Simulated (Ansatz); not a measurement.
Here is the system:

TiN:
Space group Fm-3m (No. 225); a = b = c = 4.2466 Å, α = β = γ = 90.00°

```
atom  site  symmetry       x       y       z
----  ----  --------  ------  ------  ------
Ti      4a      m-3m  0.0000  0.0000  0.0000
N       4b      m-3m  0.5000  0.5000  0.5000
```
(The calculation used a cell of 2 atoms; values per cell refer to that cell.)

This is the PBE-relaxed structure.

**Question.** All from the program Ansatz at the PBE level (PAW), unless another level is named. Give the bulk modulus (Birch–Murnaghan fit).

**Answer.** 277 GPa.

**Question.** Give the highest zone-centre frequency.

**Answer.** 504 cm⁻¹.

The PBE relaxation kept the symmetry of its start; phonons on a q-mesh show no instability. The run is not spin-polarised. With an odd number of electrons in the cell and no spin polarisation, the count alone makes it a metal. As this level gives no gap, phonon frequencies hold no LO–TO term and depend on the k-mesh and smearing (Fermi–Dirac, 0.1 eV here).

Potentials: the later of the program's two PAW sets.
